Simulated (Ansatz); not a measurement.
KTaO$_{3}$:
```
KTaO3
1.0
    4.02445     0.00000     0.00000
    0.00000     4.02445     0.00000
    0.00000     0.00000     4.02445
K Ta O
1 1 3
Direct
  0.50000   0.50000   0.50000
  0.00000   0.00000   0.00000
  0.00000   0.50000   0.00000
  0.50000   0.00000   0.00000
  0.00000   0.00000   0.50000
```

Relaxed with PBE. Special points in fractions of this cell's reciprocal vectors: Γ (0.000, 0.000, 0.000); X (0.000, 0.500, 0.000); M (0.500, 0.500, 0.000); R (0.500, 0.500, 0.500).

List the band energies nearest the valence-band maximum at these points for the program Ansatz at the PBE level (PAW).

In eV from the valence-band maximum; about four levels below and three above (degenerate sets whole), none deeper than 8.9 eV; points with the same levels are listed once.

| k | below | above |
|---|---|---|
| Γ | -1.01 -1.01 -1.01 -0.62 -0.62 -0.62 | 2.16 2.16 2.16 |
| X | -2.06 -1.44 -0.83 -0.83 | 2.31 4.87 4.87 |
| M | -1.68 -1.39 -1.39 -0.04 | 4.91 4.91 6.15 |
| R | -3.80 -3.80 -3.80 0.00 0.00 0.00 | 6.27 6.27 6.27 |

Space group Pm-3m (cubic perovskite). Symmetry was held in the PBE relaxation. At this level the phase is dynamically unstable (imaginary phonons). No spin polarisation was allowed. Scalar-relativistic: spin–orbit coupling is off unless named, which matters more the heavier the elements.

Potentials: the later of the program's two PAW sets.
